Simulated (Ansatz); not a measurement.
ZrRh (space group Pnma)

```
CELL_PARAMETERS angstrom
      6.01223     0.00000     0.00000
      0.00000     4.40097     0.00000
      0.00000     0.00000     5.21526
ATOMIC_POSITIONS crystal
  Zr 0.32489 0.25000 0.35891
  Zr 0.67511 0.75000 0.64109
  Zr 0.17511 0.75000 0.85891
  Zr 0.82489 0.25000 0.14109
  Rh 0.95297 0.25000 0.66867
  Rh 0.04703 0.75000 0.33133
  Rh 0.54703 0.75000 0.16867
  Rh 0.45297 0.25000 0.83133
```

The slice is a (100) plane (indices of the conventional cell) through the point (0.675, 0.750, 0.641) (fractional), spanned by u = [010] and v = [001] in vectors of this cell: u (4.40 Å) and v (5.22 Å, at 90° to u). It covers one period; positions are fractions (u, v).

Method: LDA (plane waves to 420 eV, PAW, scalar-relativistic; Ansatz, an electronic-structure program). k mesh 8×11×9. Near the nuclei the fields are pseudised (PAW); where an atom keeps semicore shells as valence, they peak there. ZrRh is run without spin polarisation. ZrRh was relaxed with its symmetry unable to fall.

Three fields on this plane, each scaled to ten steps between its own extremes (0 low, 9 high; the total valence density on a logarithmic scale, the potential cut 8 eV below its top; x marks points blanked near nuclei; v = 0 in the bottom row):

Map A
```
|xxxxxxx53222222222235xxxxxx|
|xxxxxx7421111111111247xxxxx|
|xxxxxx6311111111111136xxxxx|
|xxxxx742100000000001247xxxx|
|xxxx75210000000000001257xxx|
|xx875321000000000000123578x|
|766543210000000000001234566|
|665543211000000000011234556|
|666543321111000011112334566|
|777654332221222212223345677|
|998765433333333333333456789|
|xxx9765444445555444445679xx|
|xxxx87554456777765445578xxx|
|xxxx97655567xxxx76555679xxx|
|xxxx98655678xxxx87655689xxx|
|xxxx9865567xxxxxx7655689xxx|
|xxxx97655679xxxx97655679xxx|
|xxx976544568xxxx865445679xx|
|x98765444456788765444456789|
|777654333445666654433345677|
|655443333344555544333334455|
|444332222334455443322223344|
|433322222334455443322222333|
|443322222334455443322222334|
|655432223344455444332223455|
|xx864332334445544433233468x|
|xxxx75333344444444333357xxx|
|xxxxx753333444444333357xxxx|
|xxxxxx6433334444333346xxxxx|
|xxxxxx7533333333333357xxxxx|
|xxxxxxx53333333333335xxxxxx|
|xxxxxxx53222222222235xxxxxx|
```

Map B
```
|xxxxxxx11357777775311xxxxxx|
|xxxxxx4002578888752004xxxxx|
|xxxxxx2002578888752002xxxxx|
|xxxxx400035778877530004xxxx|
|xxxx41001356777765310014xxx|
|xx531112345555555543211135x|
|333223445554444445554432233|
|444556777643222234677765544|
|556789998532111123589998765|
|555679997521000012579997655|
|655567997421000012479976555|
|xxx5568863212222123688655xx|
|xxxx56775323455432357765xxx|
|xxxx66664335xxxx53346666xxx|
|xxxx66654347xxxx74345666xxx|
|xxxx6665335xxxxxx5335666xxx|
|xxxx66653347xxxx74335666xxx|
|xxx666653235xxxx532356666xx|
|x66666653223455432235666666|
|666667653222222222235676666|
|777777764322222222346777777|
|777777765543333334556777777|
|555556676665555556667665555|
|222234567777777777776543222|
|322112357777777777775321122|
|xx631024678776677876420136x|
|xxxx41135777666677753114xxx|
|xxxxx311467766667764113xxxx|
|xxxxxx2136776666776312xxxxx|
|xxxxxx4125776666775214xxxxx|
|xxxxxxx12467766776421xxxxxx|
|xxxxxxx11367777776311xxxxxx|
```

Map C
```
|xxxxxxx02578999987520xxxxxx|
|xxxxxx0036899999986300xxxxx|
|xxxxxx0046899999986400xxxxx|
|xxxxx002578999999875200xxxx|
|xxxx00146789999998764100xxx|
|xx000135788889988887531000x|
|000024567888888888876542000|
|012345677777666677777654321|
|223456777765544556777765432|
|012356776543222234567765321|
|000135665421000012456653100|
|xxx0145542000000002455410xx|
|xxxx02343000000000034320xxx|
|xxxx01231000xxxx00013210xxx|
|xxxx00221000xxxx00012200xxx|
|xxxx0022000xxxxxx0002200xxx|
|xxxx01321000xxxx00012310xxx|
|xxx003432000xxxx000234300xx|
|x00134543100000000134543100|
|112456654300000000345665421|
|445567765431000013456776554|
|555677776543222234567777655|
|445567777655433455677776554|
|122456777766555566777765422|
|000024567776655667776542000|
|xx000135677766667776531000x|
|xxxx00146777766777764100xxx|
|xxxxx002567777777765200xxxx|
|xxxxxx0046777777776400xxxxx|
|xxxxxx0035788888875300xxxxx|
|xxxxxxx02578888887520xxxxxx|
|xxxxxxx02578999987520xxxxxx|
```

### Question
Assign the maps to these fields: electron localisation function (ELF); valence electron density; electrostatic potential energy of an electron, from the cell's mean.

### Answer
A is the valence electron density; B is the electron localisation function (ELF); C is the electrostatic potential energy of an electron, from the cell's mean.
